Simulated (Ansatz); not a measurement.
Input:

Si$_{2}$W:
```
CELL_PARAMETERS angstrom
     -1.60599     1.60599     3.90337
      1.60599    -1.60599     3.90337
      1.60599     1.60599    -3.90337
ATOMIC_POSITIONS crystal
  Si 0.33482 0.33482 0.00000
  Si 0.66518 0.66518 0.00000
  W  0.00000 0.00000 0.00000
```

This is the r²SCAN-relaxed structure.

Problem. All from r²SCAN (plane waves, PAW; program Ansatz), unless another level is named. Predict the density of states at the Fermi level.

Solution. 0.06 states/eV per atom (mean over ±0.08 eV).

Problem. What about the formation energy from the elements (no fitted shifts)?

Solution. -0.31 eV/atom.

Problem. Next, the gap with spin–orbit coupling?

Solution. none (metallic).

Space group I4/mmm (MoSi2 or CaC2 type). The r²SCAN relaxation kept the symmetry of its start; of distortions, only those at the zone centre were tested. The run is not spin-polarised. The references are the lowest solids computed at this level, not always the standard phases. Scalar-relativistic: spin–orbit coupling is off unless named, which matters more the heavier the elements.

Potentials: the earlier of the program's two PAW sets.
